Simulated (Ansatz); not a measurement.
YMnO$_{3}$ (space group P6_3/mmc)

```xyz
10
Lattice="3.5630 0.0000 0.0000 -1.7815 3.0856 0.0000 0.0000 0.0000 11.1675" Properties=species:S:1:pos:R:3 pbc="T T T"
Y      0.0000     0.0000     5.5837
Y      0.0000     0.0000     0.0000
Mn     1.7815     1.0285     8.3756
Mn     0.0000     2.0571     2.7919
O      0.0000     2.0571     4.6425
O      1.7815     1.0285     6.5250
O      1.7815     1.0285    10.2262
O      0.0000     2.0571     0.9413
O      0.0000     0.0000     2.7919
O      0.0000     0.0000     8.3756
```

The slice is a (0001) plane (indices of the conventional cell) through the point (0.667, 0.333, 0.584) (fractional), spanned by u = [110] and v = [1 -1 0] in vectors of this cell: u (3.56 Å) and v (6.17 Å, at 90° to u). It covers one period; positions are fractions (u, v).

Level of theory: PBEsol (plane waves to 420 eV, PAW, scalar-relativistic; Ansatz, a first-principles code). k mesh 15×15×5. Near the nuclei the fields are pseudised (PAW); where an atom keeps semicore shells as valence, they peak there. At this level the bands of YMnO3 touch or barely overlap. Relaxed YMnO3 ends ferromagnetic. This is one of several known forms of YMnO3; the measured ambient cells at hand have space group No. 185. YMnO3 is run spin-polarised and with no Hubbard U. YMnO3 was relaxed with its symmetry unable to fall. Other magnetic orders were not checked, so this need not be the ground state.

Three fields on this plane, each scaled to ten steps between its own extremes (0 low, 9 high; the total valence density on a logarithmic scale, the potential cut 8 eV below its top; x marks points blanked near nuclei; v = 0 in the bottom row):

Map A
```
|xxx975555579xx|
|xxx866777668xx|
|x9866789876689|
|66555799975556|
|43335689865333|
|11123577753211|
|00013566653100|
|00124677764210|
|0024689x986420|
|01358xxxxx8531|
|12469xxxxx9642|
|3347xxxxxxx743|
|55579xxxxx9755|
|77668xxxxx8667|
|9876689x986678|
|99755566655579|
|98653334333568|
|77532111112357|
|66531000001356|
|77642100012467|
|x9864200024689|
|xxx853101358xx|
|xxx964212469xx|
|xxxx7433347xxx|
```

Map B
```
|xxx931000139xx|
|xxx621000126xx|
|x8531100011358|
|22211000001122|
|11100000000011|
|00000001000000|
|00000111110000|
|00001234321000|
|0001259x952100|
|00014xxxxx4100|
|00128xxxxx8210|
|0013xxxxxxx310|
|00139xxxxx9310|
|00126xxxxx6210|
|0011358x853110|
|00011222221100|
|00000111110000|
|10000000000000|
|11100000000011|
|43210000000123|
|x9521000001259|
|xxx410000014xx|
|xxx821000128xx|
|xxxx3100013xxx|
```

Map C
```
|xxx930010039xx|
|xxx611242116xx|
|x9830257520389|
|77300378730037|
|32000367630002|
|00000123210000|
|00000001000000|
|00001233321000|
|0003689x986300|
|00169xxxxx9610|
|00279xxxxx9720|
|0016xxxxxxx610|
|10039xxxxx9300|
|42116xxxxx6112|
|7520389x983025|
|87300377730037|
|76300023200036|
|32100000000012|
|10000000000000|
|33210000000123|
|x9863000003689|
|xxx961000169xx|
|xxx972000279xx|
|xxxx6100016xxx|
```

Assign the maps to these fields: ELF of the up spins; valence electron density; spin density, up minus down.

A is the valence electron density; B is the spin density, up minus down; C is the ELF of the up spins.
